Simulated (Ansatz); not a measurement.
Consider the following.

MoSi2 (MoSi2 type, space group I4/mmm)

```yaml
crystal:
  lattice:
    - [-3.20172, 3.20172, 7.81858]
    - [0.00000, 0.00000, 7.81858]
    - [1.60086, 1.60086, -3.90929]
  atoms:
    - { symbol: Mo, position: [0.00000, 0.00000, 0.00000] }
    - { symbol: Mo, position: [0.50000, 0.00000, 0.00000] }
    - { symbol: Si, position: [0.00000, 0.33530, 0.00000] }
    - { symbol: Si, position: [0.50000, 0.33530, 0.00000] }
    - { symbol: Si, position: [0.00000, 0.66470, 0.00000] }
    - { symbol: Si, position: [0.50000, 0.66470, 0.00000] }
```

A phonon eigenvector at X = (0.5, 0.5, 0.0) is frozen into this cell: atom i moves by Q times the vector below, so Q is the largest atomic displacement, in Å. The cell is held. (q is in reciprocal vectors of the primitive cell; the cell shown is doubled to hold the pattern.)

```json
[
 {"atom": "Mo1", "x": "0.616", "y": "0.616", "z": "0.000"},
 {"atom": "Mo2", "x": "-0.616", "y": "-0.616", "z": "0.000"},
 {"atom": "Si3", "x": "0.707", "y": "0.707", "z": "0.000"},
 {"atom": "Si4", "x": "-0.707", "y": "-0.707", "z": "0.000"},
 {"atom": "Si5", "x": "0.707", "y": "0.707", "z": "0.000"},
 {"atom": "Si6", "x": "-0.707", "y": "-0.707", "z": "0.000"}
]
```

Calculation: r2SCAN (plane waves to 500 eV, PAW, scalar-relativistic; Ansatz, a program for electronic structure). k mesh 14×14×14 (Γ-centred), Fermi-Dirac smearing 0.05 eV. The energy includes the smearing's −TS. With partly filled bands, energies and forces of such displacements shift with the k mesh and the smearing. MoSi2 is run without spin polarisation. MoSi2 was relaxed with its symmetry unable to fall. The zero of ΔE is the undisplaced structure.

The scan covers Q from -0.100 to 0.100 Å in 13 points.

Task: Which space group does the distorted structure have?

Result: Cmcm (No. 63), lowered from I4/mmm.

Task: Is this a single well or a double well?

Result: A single well with its minimum at or next to zero displacement.

Task: What is the energy change at Q = 0.100 Å?

Result: 208 meV/cell.

Task: What harmonic wavenumber does the curvature at Q = 0 give?

Result: 211 cm⁻¹.

(A displaced cell: forces are minus the slopes of the energy, force constants its curvatures, and phonons follow from these.)
